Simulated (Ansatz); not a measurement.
## KF: atom 1 (K) and its images move by one cell vector a

Level of theory: Ansatz 0.2.0, DFT, PBE, all-electron LAPW, scalar-relativistic.

Command: `ansatz run input.yaml --threads 4 --pin off --max-ram 4096MiB --backend cpu --events-out ev --progress --plain --runs-dir out` The run took 26 min on 4 threads of Arm Neoverse V1, on a shared host, peak memory 3.2 GiB.

```yaml
crystal:
  lattice:
    - [0.0, 2.67185, 2.67185]
    - [2.67185, 0.0, 2.67185]
    - [2.67185, 2.67185, 0.0]
  atoms:
    - { symbol: K, position: [0.0, 0.0, 0.0] }
    - { symbol: F, position: [0.5, 0.5, 0.5] }
kpoints:
  mp_grid: { grid: [7, 7, 7] }
scf:
  occupations: { method: fermi_dirac, width: 0.02 }
hamiltonian:
  xc: pbe
  pseudopotentials: { kind: all_electron, lapw: { basis_error: 0.001 } }
output:
  forces: true
neb:
  images: 3
  f_tol: 0.05
  max_iterations: 40
  relax_end_points: true
  final_atoms:
    - { symbol: K, position: [1.0, 0.0, 0.0] }
    - { symbol: F, position: [0.5, 0.5, 0.5] }
```

The geometry is COD entry 1010978, unchecked; take it as a test cell.

Energies of the images in meV per cell, from the first image of the last iteration (-19106.0492 eV):

```json
{"iteration": "0", "image 0": "0", "image 1": "996", "image 2": "3403", "image 3": "996", "image 4": "0"}
{"iteration": "1", "image 0": "0", "image 1": "996", "image 2": "3403", "image 3": "996", "image 4": "0"}
{"iteration": "2", "image 0": "0", "image 1": "987", "image 2": "3201", "image 3": "987", "image 4": "0"}
{"iteration": "3", "image 0": "0", "image 1": "837", "image 2": "2614", "image 3": "837", "image 4": "0"}
{"iteration": "4", "image 0": "0", "image 1": "777", "image 2": "2201", "image 3": "777", "image 4": "0"}
{"iteration": "5", "image 0": "0", "image 1": "769", "image 2": "1436", "image 3": "769", "image 4": "0"}
{"iteration": "6", "image 0": "0", "image 1": "834", "image 2": "726", "image 3": "834", "image 4": "0"}
{"iteration": "7", "image 0": "0", "image 1": "969", "image 2": "798", "image 3": "806", "image 4": "0"}
{"iteration": "8", "image 0": "0", "image 1": "1024", "image 2": "816", "image 3": "753", "image 4": "0"}
{"iteration": "9", "image 0": "0", "image 1": "1076", "image 2": "864", "image 3": "792", "image 4": "0"}
```

(1) Give the energy profile of the last iteration and its highest point.

(2) What are the positions (Å) and forces (eV/Å) of that image?

Results:

(1) 0, 1077, 895, 751, 0 meV; the highest image, number 1, lies 1077 meV over the first. All periodic images of the moving atoms move together, so this isn't the barrier of a lone defect. With so few images, further maxima between them can be missed.

(2) 
```
K     0.4419    0.7759    0.7759     0.001   0.000   0.000
F     2.2299    2.5639    2.5639    -0.001   0.000   0.000
```
